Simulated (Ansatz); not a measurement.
**Is this ScAgC₆N₆ structure a true minimum?**

The cell was found from a structure generator's guess, not taken from experiment.

These are results of Ansatz 0.2.0, DFT PBE, scalar-relativistic, plane waves, PAW, not measurements. Cutoff 420 eV; k points 4×4×4 on the computed 14-atom cell (Γ-centred); Gaussian smearing, width 0.02 eV; collinear spin from starting moments 0.0 0.8 0.0 0.0 0.0 0.0 0.0 0.0 0.0 0.0 0.0 0.0 0.0 0.0 μB.

The cell below (14 atoms, space group Fm-3m (No. 225)) is relaxed within its symmetry.

```
Sc Ag C N
1.0
     0.00000    5.58117    5.58117
     5.58117    0.00000    5.58117
     5.58117    5.58117    0.00000
Sc Ag C N
1 1 6 6
Direct
  0.50000 0.50000 0.50000
  0.00000 0.00000 0.00000
  0.80141 0.19859 0.19859
  0.19859 0.80141 0.19859
  0.19859 0.19859 0.80141
  0.19859 0.80141 0.80141
  0.80141 0.19859 0.80141
  0.80141 0.80141 0.19859
  0.69696 0.30304 0.30304
  0.30304 0.69696 0.30304
  0.30304 0.30304 0.69696
  0.30304 0.69696 0.69696
  0.69696 0.30304 0.69696
  0.69696 0.69696 0.30304
```

For the test it was strained at random (σ = 1.5 % a component), the atoms were moved at random (σ = 0.15 Å), and all was relaxed again on a coarse 2×2×2 mesh (in the run’s order of axes) with 0.10 eV smearing, with no symmetry imposed.

The magnetic state reached may not be the lowest.

Question: What happens?

Answer: It doesn't return. The energy falls by 45 meV/atom on that mesh, the volume changes by 2.7 %, and the end has space group I4/mmm (No. 139) at a loose tolerance. Relaxed again on a 4×4×6 mesh with 0.02 eV smearing, the new structure lies 45 meV/atom below the first (mesh in the axes of the run's cell; the cell below is made exact in the group named). Space group C2/m (No. 12), monoclinic, a = 10.821 Å, b = 10.822 Å, c = 8.120 Å, β = 131.3°. Sc has 6 N at 2.14–2.23 Å; Ag is surrounded by 4 C at 2.02 Å; C on a site of symmetry m has 1 N at 1.18 Å; around N on a site of symmetry m lie 1 C at 1.18 Å and 1 Sc at 2.14 Å; 4 more sites not described.

```cif
data_structure
_symmetry_space_group_name_H-M 'C2/m'
_symmetry_Int_Tables_number 12
_cell_length_a 10.8212
_cell_length_b 10.8216
_cell_length_c 8.1196
_cell_angle_alpha 90.000
_cell_angle_beta 131.312
_cell_angle_gamma 90.000
_cell_volume 714.19
loop_
_atom_site_label
_atom_site_type_symbol
_atom_site_symmetry_multiplicity
_atom_site_Wyckoff_symbol
_atom_site_fract_x
_atom_site_fract_y
_atom_site_fract_z
_atom_site_occupancy
Sc1 Sc 2 d 0.50000 0.00000 0.50000 1
Ag1 Ag 2 c 0.00000 0.00000 0.50000 1
C1 C 4 i 0.77190 0.00000 0.04358 1
C2 C 4 h 0.50000 0.68642 0.50000 1
C3 C 4 i 0.18650 0.00000 0.50013 1
N1 N 4 i 0.67475 0.00000 0.85075 1
N2 N 4 h 0.50000 0.79367 0.50000 1
N3 N 4 i 0.29400 0.00000 0.50066 1
```
